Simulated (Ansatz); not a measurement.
CuI:
```
CELL_PARAMETERS angstrom
      0.00000     3.04695     3.04695
      3.04695     0.00000     3.04695
      3.04695     3.04695     0.00000
ATOMIC_POSITIONS crystal
  Cu 0.50000 0.50000 0.50000
  I  0.25000 0.25000 0.25000
```

Relaxed with HSE06.

Problem. Give the Bader charges and basin volumes of the independent atoms, plane-wave PAW HSE06 (Ansatz code).

Solution. 

```json
[
 {"atom": "Cu1", "Bader charge (e)": "+0.38", "Bader volume (Å³)": "17.1"},
 {"atom": "I2", "Bader charge (e)": "-0.38", "Bader volume (Å³)": "39.5"}
]
```

Space group F-43m (zinc blende). The HSE06 relaxation kept the symmetry of its start. The run is not spin-polarised. The volume moved by 19 % from the start of the relaxation. Spin–orbit coupling is left out wherever it is not named.

Potentials: the later of the program's two PAW sets.
